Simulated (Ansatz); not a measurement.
**Two Ansatz runs on FePt**

The geometry is COD entry 1540807, unchecked; take it as a test cell. The listed cell was then made from it by scaling, straining or moving an atom.

First run: DFT, PBE, all-electron LAPW, scalar-relativistic (Ansatz 0.2.0).

Command: `ansatz run input.yaml --threads 1 --pin off --max-ram 3072MiB --backend cpu --events-out ev --progress --plain --runs-dir out` The run took about 160 s on 1 thread of a shared machine.

```yaml
crystal:
  lattice:
    - [2.7750333174, 0.0, 0.0]
    - [0.0, 2.7750333174, 0.0]
    - [0.0, 0.0, 3.772567443]
  atoms:
    - { symbol: Fe, position: [0.5, 0.5, 0.5], spin: 3.0 }
    - { symbol: Pt, position: [0.0, 0.0, 0.0] }
magnetization:
  spin_polarized: true
kpoints:
  mp_grid: { grid: [12, 12, 9] }
scf:
  occupations: { method: fermi_dirac, width: 0.05 }
hamiltonian:
  xc: pbe
  pseudopotentials: { kind: all_electron, lapw: { basis_error: 0.001 } }
output:
  forces: true
  stress: true
  eigenvalues: true
```

Result: converged; pressure -6.42 GPa; moment 3.38 μB; 13 SCF iterations.

Spin–orbit coupling is left out, though it moves levels of the heavy atoms by tenths of an eV or more.

The input is then changed:

```diff
@@ -10,10 +10,12 @@
   spin_polarized: true
 kpoints:
-  mp_grid: { grid: [12, 12, 9] }
+  mp_grid: { grid: [12, 12, 9], shift: [0.5, 0.5, 0.5] }
 scf:
   occupations: { method: fermi_dirac, width: 0.05 }
+  convergence: { dr2_threshold: 1.0e-11 }
 hamiltonian:
   xc: pbe
   pseudopotentials: { kind: all_electron, lapw: { basis_error: 0.001 } }
+  hubbard: { sites: [{ species: Pt, l: d, u_eff: 4.0 }], double_counting: fll }
 output:
   forces: true
```

Problem. Predict the outcome of the changed run.

Solution. It converged; pressure -3.60 GPa; moment 3.45 μB; 20 SCF iterations.
